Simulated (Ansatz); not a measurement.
**CdAg: stationary points along a deformation path**

Computed with DFT LDA, scalar-relativistic, plane waves, PAW in Ansatz. Settings: plane waves to 420 eV, k-mesh 16×16×16 (Γ-centred), Gaussian smearing 0.15 eV. No spin polarisation. Energies are free energies at this smearing, counted from the undisturbed cell; pressure is positive in compression.

The starting cell (as given, not relaxed at this level; it stands at -5.8 GPa, and it needn't be the usual structure):

```yaml
crystal:
  lattice:
    - [3.33000, 0.00000, 0.00000]
    - [0.00000, 3.33000, 0.00000]
    - [0.00000, 0.00000, 3.33000]
  atoms:
    - { symbol: Cd, position: [0.50000, 0.50000, 0.50000] }
    - { symbol: Ag, position: [0.00000, 0.00000, 0.00000] }
```

At fixed volume and fractional coordinates, lengths along (0.000, 0.000, 1.000) are scaled against those across it; ρ is that ratio over its starting value. V = 18.463 Å³/atom. Δσ is the stress along the axis less the mean stress across it (compression positive).

| ρ | ΔE (meV/atom) | Δσ (GPa) | space group |
| --- | --- | --- | --- |
| 0.707 | 149.5 | 20.15 | P4/mmm |
| 0.780 | 48.5 | 9.13 | P4/mmm |
| 0.850 | 11.4 | 2.57 | P4/mmm |
| 1.000 | 0.0 | 0.00 | Pm-3m |
| 1.200 | -1.8 | -0.06 | P4/mmm |
| 1.414 | 5.1 | -1.26 | P4/mmm |

Q: How does the stress give the slope of the energy, and where is the energy stationary?

A: Along the path d ln(length) is 2/3 d ln ρ on the axis and −1/3 d ln ρ across it, so dE/d ln ρ = −(2/3) V Δσ: the energy falls with ρ where Δσ is positive. Δσ vanishes or changes sign at ρ = 1.000 (Pm-3m), a stationary point at 0.0 meV/atom; between ρ = 1.000 and 1.200, at least one minimum (the energy falls over this step, yet the slope at ρ = 1.200 points the other way). Pairs of stationary points between two samples would go unseen, and could change a minimum read from distant neighbours into a maximum. At ρ = 1.000 the cell is cubic, where symmetry alone makes the stress isotropic and the slope zero.

Q: Is the start the lowest point of the path?

A: No: ρ = 1.200 lies 1.8 meV/atom lower, with no sampled rise above the start on the way. Volume and inner coordinates are held, so a relaxed structure there would lie lower still.

In a metal these slopes depend on the k mesh and the smearing.